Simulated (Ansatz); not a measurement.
MoS:
```
MoS
1.0
    3.00544     0.00000     0.00000
    0.00000     3.00544     0.00000
    0.00000     0.00000     3.00544
Mo S
1 1
Direct
  0.00000   0.00000   0.00000
  0.50000   0.50000   0.50000
```

Relaxed with PBE. Special points in fractions of this cell's reciprocal vectors: Γ (0.000, 0.000, 0.000); X (0.000, 0.500, 0.000); M (0.500, 0.500, 0.000); R (0.500, 0.500, 0.500).

**Question.** List the band energies nearest the Fermi level at these points for DFT-PBE in the program Ansatz with PAW potentials.

**Answer.** In eV from the Fermi level; about four levels below and three above (degenerate sets whole), none deeper than 8.9 eV; points with the same levels are listed once.

| k | below | above |
|---|---|---|
| Γ | -4.14 -4.14 -2.39 -2.39 -2.39 | 0.80 0.80 0.80 |
| X | -4.26 -4.26 -2.96 | 1.31 2.23 4.17 4.17 |
| M | -3.51 -1.15 -1.15 -1.14 | 0.45 2.75 5.70 |
| R | -8.30 -8.30 -8.30 | 2.88 2.88 3.22 3.22 3.22 |

Space group Pm-3m (CsCl type). The cell is a constructed one: a structure type filled with these elements; neither database checked (COD, Materials Project) lists it. Whether it is the stable phase at ambient conditions was not checked. The cell was relaxed with PBE under the symmetry of its start; whether a distortion lowers the energy is not shown. The run is not spin-polarised. Spin–orbit coupling is left out wherever it is not named.

Potentials: the earlier of the program's two PAW sets.
